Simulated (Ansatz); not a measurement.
Al3Pd2:
```cif
data_Al3Pd2
_chemical_formula_sum 'Al3 Pd2'
_space_group_name_H-M_alt 'P-3m1'
_space_group_IT_number 164
_space_group_name_Hall '-P 3 2"'
_cell_length_a 4.17243
_cell_length_b 4.17243
_cell_length_c 5.10290
_cell_angle_alpha 90.000
_cell_angle_beta 90.000
_cell_angle_gamma 120.000
loop_
_atom_site_label
_atom_site_type_symbol
_atom_site_symmetry_multiplicity
_atom_site_Wyckoff_symbol
_atom_site_fract_x
_atom_site_fract_y
_atom_site_fract_z
_atom_site_occupancy
Al1 Al 1 a 0.00000 0.00000 0.00000 1
Al2 Al 2 d 0.66667 0.33333 0.35455 1
Pd1 Pd 2 d 0.33333 0.66667 0.15582 1
```

Relaxed at zero pressure with LDA in the plane-wave PAW code Ansatz.

Task: The volume is raised by 3 % and shape and atoms relax at that volume. What pressure results, and how do the axes share the change?

Result: -4.1 GPa; a 1.1 %, b 1.1 %, c 0.9 %; the energy rises by 6 meV/atom.

Task: Give the new structure.

Result: 
Space group P-3m1 (No. 164); a = 4.216 Å, b = 4.216 Å, c = 5.147 Å, α = 90.00°, β = 90.00°, γ = 120.00°

| atom | site | symmetry | x | y | z |
|---|---|---|---|---|---|
| Al | 1a | -3m. | 0.0000 | 0.0000 | 0.0000 |
| Al | 2d | 3m. | 0.6667 | 0.3333 | 0.3539 |
| Pd | 2d | 3m. | 0.3333 | 0.6667 | 0.1553 |

The phase is kept; no other phase was compared at this pressure.

The workflow started from a Materials Project entry (that database holds measured and hypothetical structures alike); the Crystallography Open Database copy checked does not list it. Whether it is the stable phase at ambient conditions was not checked. Symmetry was held in the LDA relaxation; whether a distortion lowers the energy is not shown. No spin polarisation was allowed. Axis ratios of metals converge slowly with the k-mesh, so a and c are less sure than the volume.

Potentials: the later of the program's two PAW sets.
